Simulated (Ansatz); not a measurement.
All numbers below come from Ansatz, DFT, r2SCAN, plane waves (500 eV) with PAW, scalar-relativistic. (PAW data from PBE, frozen cores regenerated.)

An element in the dhcp structure gives this curve. The cell is scaled uniformly from the relaxed one, with fractional coordinates and shape fixed. Energies are extrapolated to zero smearing, pressures are those at the given smearing. Magnetic state: spin not included.

```
V (Å³/atom)  E − E₀ (meV/atom)  P (GPa)
     31.116               31.4     2.95
     32.531               12.0     1.77
     33.945                2.1     0.79
     35.359                0.2    -0.03
     36.774                4.8    -0.72
     38.188               14.8    -1.31
     39.603               29.5    -1.81
```

Problem. Which element is it?
A. bismuth
B. lutetium
C. ytterbium
D. sodium

Solution. C. Its fit is V₀ = 35.04 Å³/atom, B₀ = 19.2 GPa, B₀′ = 3.5.
